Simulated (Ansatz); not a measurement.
Given:

SiC:
```cif
data_CSi
_chemical_formula_sum 'Si1 C1'
_space_group_name_H-M_alt 'P 1'
_space_group_IT_number 1
_cell_length_a 3.08080
_cell_length_b 3.08080
_cell_length_c 3.08080
_cell_angle_alpha 60.000
_cell_angle_beta 60.000
_cell_angle_gamma 60.000
loop_
_space_group_symop_operation_xyz
  'x, y, z'
loop_
_atom_site_label
_atom_site_type_symbol
_atom_site_fract_x
_atom_site_fract_y
_atom_site_fract_z
_atom_site_occupancy
Si1 Si 0.75000 0.75000 0.75000 1
C1 C 0.00000 0.00000 0.00000 1
```

This is the PBEsol-relaxed structure.

### Question
All from DFT-PBEsol in the program Ansatz with PAW potentials, unless another level is named. Give the formation energy from the elements (no fitted shifts).

### Answer
-0.26 eV/atom.

### Question
What about the hole effective mass, band 1 of 3 at the edge?

### Answer
0.59 along [100], 15 along [110], 1.6 along [111] (mₑ).

### Question
And the smallest direct gap on the standard path?

### Answer
4.46 eV.

### Question
What about the conduction-band minimum?

### Answer
at X (3 equivalent valleys).

Space group F-43m (zinc blende). The cell was relaxed with PBEsol under the symmetry of its start. The references are the lowest solids computed at this level, not always the standard phases.

Potentials: the earlier of the program's two PAW sets. The files were generated under PBE; for other functionals the program regenerates the frozen cores, and for LDA and PBEsol the local potential too.
